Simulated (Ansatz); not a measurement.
TiGa2:
```yaml
crystal:
  lattice:
    - [0.00000, 4.09611, 4.61908]
    - [2.63077, 0.00000, 4.61908]
    - [2.63077, 4.09611, 0.00000]
  atoms:
    - { symbol: Ga, position: [0.08384, 0.41616, 0.08384] }
    - { symbol: Ga, position: [0.41616, 0.08384, 0.41616] }
    - { symbol: Ga, position: [0.16616, 0.83384, 0.16616] }
    - { symbol: Ga, position: [0.83384, 0.16616, 0.83384] }
    - { symbol: Ti, position: [0.75000, 0.75000, 0.75000] }
    - { symbol: Ti, position: [0.50000, 0.50000, 0.50000] }
```

Relaxed with PBE. Special points in fractions of this cell's reciprocal vectors: Γ (0.000, 0.000, 0.000); Y (0.500, 0.000, 0.500); T (1.000, 0.500, 0.500); Z (0.500, 0.500, 0.000); Σ0 (0.000, 0.434, 0.434); U0 (1.000, 0.566, 0.566); C0 (0.500, 0.228, 0.728); A0 (0.500, 0.772, 0.272); L (0.500, 0.500, 0.500).

**Question.** List the band energies nearest the Fermi level at these points for the program Ansatz at the PBE level (PAW).

**Answer.** In eV from the Fermi level; about four levels below and three above (degenerate sets whole), none deeper than 8.9 eV; points with the same levels are listed once.

| k | below | above |
|---|---|---|
| Γ | -1.61 -0.90 -0.64 -0.54 | 0.15 0.42 1.57 |
| Y | -1.20 -1.20 -1.19 -1.19 | 0.11 0.11 1.41 1.41 |
| T | -0.41 -0.41 -0.38 -0.38 | 0.38 0.38 1.18 1.18 |
| Z | -1.40 -1.40 -0.50 -0.50 | 0.18 0.18 1.18 1.18 |
| Σ0 | -4.15 -2.53 -1.21 -0.79 | 0.01 0.19 0.23 |
| C0 | -1.05 -1.05 -0.56 -0.56 | 0.17 0.17 1.53 1.53 |
| L | -1.17 -0.82 -0.63 -0.11 | 0.37 0.60 1.41 |

Space group Fddd. The start of the workflow was typed in or built on a structure type; neither database checked (COD, Materials Project) lists it. Whether it is the stable phase at ambient conditions was not checked. Symmetry was held in the PBE relaxation; whether a distortion lowers the energy is not shown. The run is not spin-polarised. Scalar-relativistic: spin–orbit coupling is off unless named, which matters more the heavier the elements.

Potentials: the later of the program's two PAW sets.
